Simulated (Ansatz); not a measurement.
Hf (hcp, Mg type)

```
CELL_PARAMETERS angstrom
      3.15907     0.00000     0.00000
     -1.57954     2.73584     0.00000
      0.00000     0.00000     4.99993
ATOMIC_POSITIONS crystal
  Hf 0.33333 0.66667 0.75000
  Hf 0.66667 0.33333 0.25000
```

In each cell atom 2 (Hf, nearest neighbour Hf at 3.095 Å; its periodic images, 3.2 Å or more away, move with it) moves by s·(0.000, 0.000, 1.000) (along Cartesian z), the rest being held.

Computed with PBEsol (plane waves to 420 eV, PAW, scalar-relativistic; Ansatz, an electronic-structure program). k mesh 14×14×8 (Γ-centred), Fermi-Dirac smearing 0.05 eV. Energies are smeared free energies. Left out: 2 of 11 points, with atoms too close for the PAW data. With partly filled bands, energies and forces of such displacements shift with the k mesh and the smearing. Hf is run without spin polarisation. Hf was relaxed with its symmetry unable to fall. Spin-orbit coupling is left out, though Hf is heavy. ΔE is measured from the undisplaced structure. The last digit holds for this mesh only.

```csv
s (Å),ΔE (meV/cell)
-0.496,877.5
-0.372,435.6
-0.248,withheld
-0.124,33.7
0.000,0.0
0.124,33.7
0.248,withheld
0.372,435.6
0.496,877.5
```

Question: Fit an even polynomial form (powers 2, 4, 6) to the given rows and predict ΔE at s = 0.248.

Answer: Least squares on the 7 given rows: ΔE = (2036)·s² + (10360)·s⁴ + (-16820)·s⁶, in meV/cell with s in Å; root-mean-square residual 0.02 meV/cell. At 0.248 the fit gives 160.5 meV/cell; the calculation gives 166.8 meV/cell, so the interpolation is off by -6.3 (-3.8 %). The quadratic term alone would give 125.2 meV/cell.

(A displaced cell: forces are minus the slopes of the energy, force constants its curvatures, and phonons follow from these.)
